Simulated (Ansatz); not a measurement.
# LaHg: strain and displacement

```
La Hg
1.0
     3.83700    0.00000    0.00000
     0.00000    3.83700    0.00000
     0.00000    0.00000    3.83700
La Hg
1 1
Direct
  0.50000 0.50000 0.50000
  0.00000 0.00000 0.00000
```

Atoms are numbered in the order listed.

The conventional cell has a = 3.837 Å, b = 3.837 Å, c = 3.837 Å, α = 90.00°, β = 90.00°, γ = 90.00°. Around La (atom 1) lie 8 Hg at 3.32 Å. Hg (atom 2) has 8 La at 3.32 Å as nearest neighbours.

The cell is COD entry 1523850, as deposited and not checked against the literature; nothing was relaxed.

Spin–orbit coupling is left out, though it moves levels of the heavy atoms by tenths of an eV or more.

Computed with DFT, LDA, all-electron LAPW, scalar-relativistic in Ansatz 0.2.0.

Numerical set-up: a Γ-centred 11×11×11 k mesh, Fermi–Dirac smearing of 0.08 eV, basis error target 1 meV/atom, no spin polarisation.

The unchanged cell is at -1.88 GPa.

In a metal, stresses and small energies carry noise from the k mesh.

x, y and z are the Cartesian axes of the cell as listed; fractional coordinates follow a strain, and an engineering shear is twice the off-diagonal strain component.

Problem. One change gave: energy change under 1 meV/atom; stress change (xx, yy, zz, yz, xz, xy) 0.01, 0.01, 0.01, 0.25, 0.25, 0.25 GPa, compression positive. Which change was it?
A. equal xy, yz and zx engineering shear strains of -2 %
B. equal xy, yz and zx engineering shear strains of -1 %
C. equal xy, yz and zx engineering shear strains of +1 %
D. equal xy, yz and zx engineering shear strains of +2 %

Solution. B. For equal xy, yz and zx engineering shear strains of -2 %: energy change +3 meV/atom; stress change (xx, yy, zz, yz, xz, xy) 0.06, 0.06, 0.06, 0.52, 0.52, 0.52 GPa, compression positive. For equal xy, yz and zx engineering shear strains of +1 %: energy change under 1 meV/atom; stress change (xx, yy, zz, yz, xz, xy) 0.01, 0.01, 0.01, -0.22, -0.22, -0.22 GPa, compression positive. For equal xy, yz and zx engineering shear strains of +2 %: energy change +2 meV/atom; stress change (xx, yy, zz, yz, xz, xy) 0.06, 0.06, 0.06, -0.43, -0.43, -0.43 GPa, compression positive.
